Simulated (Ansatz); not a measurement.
Calculated with Ansatz: Mn$_{3}$Sb, settings compared

Input:

```yaml
crystal:
  lattice:
    - [4.034772, 0.0, 0.0]
    - [0.0, 4.034772, 0.0]
    - [0.0, 0.0, 4.034772]
  atoms:
    - { symbol: Mn, position: [0.0, 0.5, 0.5] }
    - { symbol: Mn, position: [0.5, 0.0, 0.5] }
    - { symbol: Mn, position: [0.5, 0.5, 0.0] }
    - { symbol: Sb, position: [0.0, 0.0, 0.0] }
  symmetry: { tolerance: 0.0003 }
kpoints:
  mp_grid: { grid: [5, 5, 5], shift: [0, 0, 0] }
magnetization:
  spin_polarized: false
scf:
  occupations: { method: tetrahedron }
hamiltonian:
  pseudopotentials: { kind: paw }
  xc: r2scan
basis:
  ecutwfc: 500
output:
  forces: true
  stress: true
  eigenvalues: true
  write_density: true
  write_potential: true
  elf: true
  volumetric_format: npy
```

The command:

```bash
ansatz run input.yaml --threads 1 --pin off --max-ram 2560MiB --backend cpu --events-out ev --progress --plain --runs-dir out
```

Origin of the cell: a database entry, scaled a little.

Output of this run (shortened):

```
Warning: output.forces, output.stress, relax.cell or npt_langevin: where a Kohn–Sham band that disperses or a degenerate level is filled in part under the method tetrahedron, the forces or th […]
band count auto-derived: 37 (N_el = 60.0; filled up to band 30; 36 by the electrons, moments and atoms)
Pseudopotentials: kind: paw
Pseudopotential: Mn, paw, valence charge 15, recommended cutoff 500 eV (meta_gga), Mn.paw.azcp
Pseudopotential: Sb, paw, valence charge 15, recommended cutoff 500 eV (meta_gga), Sb.paw.azcp
Functional definition: r2SCAN
  exchange = r2scan_x(k0 = k0, k1 = k1, a1 = a1)
  correlation = r2scan_c
Crystal: 4 atoms, lattice volume = 65.684 Å³
Basis set: ecut = 500 eV, 1743 PW (Γ), exchange–correlation on 120×120×120 points (64 copies of the dense FFT grid, shifted against one another)
Bands: 37, of which v1, the nominal top of the filled ones, is band 30 counted from 1 (29 counted from 0)
[… 9 lines left out …]
Initial density: superposition of atomic densities (neutral atoms: chi_scale 0, normalization atom), corrected by the library's trained network
Functional: x = r2scan, c = r2scan; τ floored in thin density (d = 2e-4 eV/Å³)
SCF iter   1: F=—  HF=-18205.785779 eV  Δρ=1.61e-2  dr2=1.01e-1  dr2_τ=7.24e-2
SCF iter   2: F=—  HF=-18205.910873 eV  Δρ=1.36e-2  dr2=6.14e-2  dr2_τ=6.74e-4  defer=9
SCF iter   3: F=—  HF=-18205.908363 eV  Δρ=7.72e-3  dr2=7.87e-3  dr2_τ=3.32e-4  defer=9
SCF iter   4: F=—  HF=-18205.915886 eV  Δρ=6.08e-3  dr2=4.43e-3  dr2_τ=2.69e-4  defer=9
SCF iter   5: F=—  HF=-18205.922619 eV  Δρ=4.96e-3  dr2=3.02e-3  dr2_τ=1.70e-4  defer=9
SCF iter   6: F=—  HF=-18205.931424 eV  Δρ=3.55e-3  dr2=1.57e-3  dr2_τ=1.01e-4  defer=9
SCF iter   7: F=—  HF=-18205.936644 eV  Δρ=2.49e-3  dr2=1.26e-3  dr2_τ=5.75e-5  defer=9
SCF iter   8: F=—  HF=-18205.936887 eV  Δρ=5.94e-4  dr2=1.13e-4  dr2_τ=7.63e-6  defer=9
SCF iter   9: F=—  HF=-18205.936961 eV  Δρ=2.59e-4  dr2=6.60e-6  dr2_τ=5.05e-7  defer=9
SCF iter  10: F=—  HF=-18205.936884 eV  Δρ=5.27e-5  dr2=9.59e-7  dr2_τ=3.80e-8  defer=9
SCF iter  11: F=-18205.936894 eV  HF=-18205.936894 eV  Δρ=1.39e-5  dr2=3.67e-8  dr2_τ=2.00e-9
SCF 1 converged in 11 iterations: F = -18205.936894 eV  dr2 = 3.67e-8
SCF converged after 11 iterations
Stability not checked: this state was not tested for a lower state beside it, because cold or Methfessel-Paxton smearing, or corrected tetrahedra, fill the levels in a way that the test cannot read (fill_not_monotonic; […]
Free energy (F): -18205.936894 eV
Harris-Foulkes:  -18205.936894 eV  (|F-HF|=1.91e-8)
Internal energy: -18205.912568 eV  (E = F + TS)
E sigma→0 (E₀):  -18205.936894 eV
Entropy (-TS):   -0.024325 eV (-6.081 meV/atom)
Fermi energy:    14.448597 eV
--- Per-component energies (eV) ---
  E_band       = -889.021375
  E_kinetic    = 1116.074728
  E_local      = -7031.615383  (includes V_loc(G=0)·N_el)
  E_nonlocal   = 1094.775787
  E_hartree    = 2964.771987
  E_xc         = -451.241877
  E_vxc        = -579.770175  (∫ρ·V_xc dr)
  E_paw        = -8535.050039  (= ΣΔE_a)
  E_vpaw       = -1457.462421  (= ΣTr[D̂ρ^β])
  E_aug_tail   = -0.000014  (compensation charges beyond the density's cutoff)
  E_vtau       = 39.440564  (kinetic-family band-sum trace: ∫τ·v_τ [+ j·A + Jᵃ·Aᵃ] dr)
  E_ewald      = -7363.284665
  E_core_change = -0.343092  (= ΣΔE_core)
  E_smearing   = -0.024325  (= −TS)
  Σ components = -18205.936894   (vs F -18205.936894, Δ=0.00e0)
--- Forces (eV/Å), atoms counted from 1 ---
  atom   1  Mn     0.000000    -0.000000    -0.000000
  atom   2  Mn    -0.000000    -0.000000     0.000000
  atom   3  Mn     0.000000    -0.000000    -0.000000
  atom   4  Sb    -0.000000     0.000000    -0.000000
  max |Σ_I F_I| component: 0.0 eV/Å
--- Stress (GPa, compression-positive) ---
      -30.509025       0.000000      -0.000000
       -0.000000     -30.509025       0.000000
        0.000000       0.000000     -30.509025
  P = ⅓ Tr σ = -30.5090 GPa (-305.090 kbar)
```

The same input was run again with these changes:

1. `magnetization` { spin_polarized: false } → { spin_polarized: true } (starts: small); `basis.ecutwfc` 500 → "51.4 Ry"; `accuracy` default → low; typed moments: Mn1 0.2, Mn2 0.2, Mn3 0.2, Sb4 0.2
2. `hamiltonian.xc` r2scan → pbesol; `basis.xc_grid` default → 3
3. `crystal.symmetry` { tolerance: 0.0003 } → { detect: false }
4. `scf.algorithm` default → density_mixing; `scf.eigensolver.kind` default → davidson

```
 run        end  SCF iterations  P (GPa)  max force component (eV/Å)  moment (μB)  ΔE(σ→0) (meV/atom)
base  converged              11   -30.51                       0.000            –                   0
   1  converged              71     1.15                       0.000        11.21            -1301.14
   2  converged               9   -32.42                       0.000            –                   –
   3  converged              20   -30.51                       0.000            –                0.00
   4  converged              12   -30.51                       0.000            –                0.00
```

Energies are compared only where functional, datasets, charge and starting cell are the same.

Not properties of the system: run 1 (too coarse or loose: `accuracy` = low).

Caveats of the base run: forces and stress under tetrahedra may miss the slope of the energy; no spin polarisation, so a magnetic state may lie lower; no spin-orbit coupling, though heavy elements are present; the k mesh is coarse if the cell is a metal.

Run 1: one start, so the magnetic state may not be the lowest.

The base run ran for 4.5 s of wall time on 1 CPU thread(s) of a shared host, from the program's own first density.
